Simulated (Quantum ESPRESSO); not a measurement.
pw.x input (Quantum ESPRESSO 7.5; PBEsol, PseudoDojo standard norm-conserving files, scalar-relativistic):

```
&CONTROL
  calculation = 'scf'
  pseudo_dir = './pseudo'
  outdir = './out'
  tprnfor = .true.
  tstress = .true.
/
&SYSTEM
  ibrav = 0
  nat = 3
  ntyp = 2
  ecutwfc = 100.0
  ecutrho = 400.0
  occupations = 'smearing'
  smearing = 'fd'
  degauss = 0.005
  nbnd = 18
/
&ELECTRONS
  conv_thr = 3e-10
/
ATOMIC_SPECIES
H 1.0080 H.upf
Lu 174.9668 Lu.upf
CELL_PARAMETERS angstrom
  0.000000000000   2.494595000000   2.494595000000
  2.494595000000   0.000000000000   2.494595000000
  2.494595000000   2.494595000000   0.000000000000
ATOMIC_POSITIONS crystal
H   0.250000000000   0.250000000000   0.250000000000
H   0.750000000000   0.750000000000   0.750000000000
Lu   0.000000000000   0.000000000000   0.000000000000
K_POINTS automatic
16 16 16 0 0 0
```

End of the output:

```
     total energy              =    -495.37766486 Ry
     estimated scf accuracy    <       0.00000006 Ry
     total energy              =    -495.37766485 Ry
     estimated scf accuracy    <       0.00000002 Ry
     total energy              =    -495.37766485 Ry
     estimated scf accuracy    <          7.2E-09 Ry
[...]
     the Fermi energy is    14.4239 ev
!    total energy              =    -495.37766485 Ry
     estimated scf accuracy    <          7.8E-11 Ry
     smearing contrib. (-TS)   =      -0.00066058 Ry
     internal energy E=F+TS    =    -495.37700427 Ry
     The total energy is F=E-TS. E is the sum of the following terms:
     one-electron contribution =    -276.36630831 Ry
     hartree contribution      =     169.82831538 Ry
     xc contribution           =     -75.19688012 Ry
     ewald contribution        =    -313.64213121 Ry
     convergence has been achieved in  10 iterations
     Forces acting on atoms (cartesian axes, Ry/au):
     atom    1 type  1   force =     0.00000000   -0.00000000    0.00000000
     atom    2 type  1   force =     0.00000000    0.00000000    0.00000000
     atom    3 type  2   force =     0.00000000   -0.00000000   -0.00000000
     Total force =     0.000000     Total SCF correction =     0.000000
     Computing stress (Cartesian axis) and pressure
          total   stress  (Ry/bohr**3)                   (kbar)     P=      -19.81
  -0.00013466   0.00000000   0.00000000          -19.81        0.00        0.00
   0.00000000  -0.00013466   0.00000000            0.00      -19.81        0.00
   0.00000000   0.00000000  -0.00013466            0.00        0.00      -19.81
```

Geometry of the Materials Project entry, not relaxed at this level.
